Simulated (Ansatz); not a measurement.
SrTiO$_{3}$ (cubic perovskite)

```
SrTiO3
1.0
    3.90695     0.00000     0.00000
    0.00000     3.90695     0.00000
    0.00000     0.00000     3.90695
Sr Ti O
1 1 3
Direct
  0.00000   0.00000   0.00000
  0.50000   0.50000   0.50000
  0.00000   0.50000   0.50000
  0.50000   0.50000   0.00000
  0.50000   0.00000   0.50000
```

The slice is a {210} plane (indices of the conventional cell) through the point (0.000, 0.500, 0.500) (fractional), spanned by u = [100] and v = [021] in vectors of this cell: u (3.91 Å) and v (8.74 Å, at 90° to u). It covers one period; positions are fractions (u, v).

Computed with r2SCAN (plane waves to 500 eV, PAW, scalar-relativistic; Ansatz, a first-principles code). k mesh 9×9×9. Inside the PAW spheres the values are not all-electron values, and peaks at nuclei hang on which shells count as valence. SrTiO3 is run without spin polarisation. SrTiO3 was relaxed with its symmetry unable to fall.

Three fields on this plane, each scaled to ten steps between its own extremes (0 low, 9 high; the total valence density on a logarithmic scale, the potential cut 8 eV below its top; x marks points blanked near nuclei; v = 0 in the bottom row):

Map A
```
|xxx10xxxxx01xx|
|xxx30xxxxx03xx|
|78862000002688|
|88876310136788|
|67777765677777|
|33568887888653|
|00157889887510|
|00026899986200|
|00015899985100|
|00005799975000|
|00025899985200|
|00147899987410|
|22468887888642|
|56788xxxxx8876|
|78899xxxxx9988|
|88998xxxxx8998|
|78899xxxxx9988|
|56788xxxxx8876|
|22468887888642|
|00147899987410|
|00025899985200|
|00005799975000|
|00015899985100|
|00026899986200|
|00157889887510|
|33568887888653|
|67777765677777|
|88876310136788|
|78862000002688|
|xxx30xxxxx03xx|
|xxx10xxxxx01xx|
|xxx00xxxxx00xx|
```

Map B
```
|xxx99xxxxx99xx|
|xxx77xxxxx77xx|
|88655689865568|
|55434567654345|
|33234577754323|
|43334678764333|
|66434678764346|
|88644566654468|
|99753445443579|
|99753233323579|
|98643233323468|
|76533455543356|
|44334689864334|
|11246xxxxx6421|
|00248xxxxx8420|
|00258xxxxx8520|
|00248xxxxx8420|
|11246xxxxx6421|
|44334689864334|
|76533455543356|
|98643233323468|
|99753233323579|
|99753445443579|
|88644566654468|
|66434678764346|
|43334678764333|
|33234577754323|
|55434567654345|
|88655689865568|
|xxx77xxxxx77xx|
|xxx99xxxxx99xx|
|xxx99xxxxx99xx|
```

Map C
```
|xxx52xxxxx25xx|
|xxx40xxxxx04xx|
|98720023200278|
|54200111110024|
|00001466641000|
|00002688862000|
|54101688861014|
|98400477740048|
|99710144410179|
|99720001000279|
|98510000000158|
|65200244420025|
|10003789873000|
|00017xxxxx7100|
|00048xxxxx8400|
|00159xxxxx9510|
|00048xxxxx8400|
|00017xxxxx7100|
|10003789873000|
|65200244420025|
|98510000000158|
|99720001000279|
|99710144410179|
|98400477740048|
|54101688861014|
|00002688862000|
|00001466641000|
|54200111110024|
|98720023200278|
|xxx40xxxxx04xx|
|xxx52xxxxx25xx|
|xxx52xxxxx25xx|
```

Question: Assign the maps to these fields: electron localisation function (ELF); valence electron density; electrostatic potential energy of an electron, from the cell's mean.

Answer: A is the electrostatic potential energy of an electron, from the cell's mean; B is the valence electron density; C is the electron localisation function (ELF).
